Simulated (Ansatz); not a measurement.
Pt:
```xyz
1
Lattice="0.0000 1.9649 1.9649 1.9649 0.0000 1.9649 1.9649 1.9649 0.0000" Properties=species:S:1:pos:R:3 pbc="T T T"
Pt     0.0000     0.0000     0.0000
```

Relaxed with r²SCAN+D4. Special points in fractions of this cell's reciprocal vectors: Γ (0.000, 0.000, 0.000); X (0.500, 0.000, 0.500); U (0.625, 0.250, 0.625); K (0.375, 0.375, 0.750); L (0.500, 0.500, 0.500); W (0.500, 0.250, 0.750).

List the band energies nearest the Fermi level at these points for plane-wave PAW r²SCAN+D4 (Ansatz code).

In eV from the Fermi level; about four levels below and three above (degenerate sets whole), none deeper than 8.9 eV; … stands for higher levels left out; points with the same levels are listed once.

```tsv
k	below	above
Γ	-3.89 -3.89 -3.89 -1.74 -1.74	…
X	-7.23 -6.80 -0.06	0.52 0.52 1.97
U	-5.59 -2.91 -1.41 -0.17	6.11 …
L	-7.51 -3.99 -3.99 -0.26	0.02 0.02 …
W	-5.78 -4.66 -4.66 -2.09	0.52 7.52 …
```

Space group Fm-3m (fcc (Cu type)). Symmetry was held in the r²SCAN+D4 relaxation. The run is not spin-polarised. The pairwise dispersion correction was not fitted to metals. Scalar-relativistic: spin–orbit coupling is off unless named, which matters more the heavier the elements.

Potentials: the later of the program's two PAW sets.
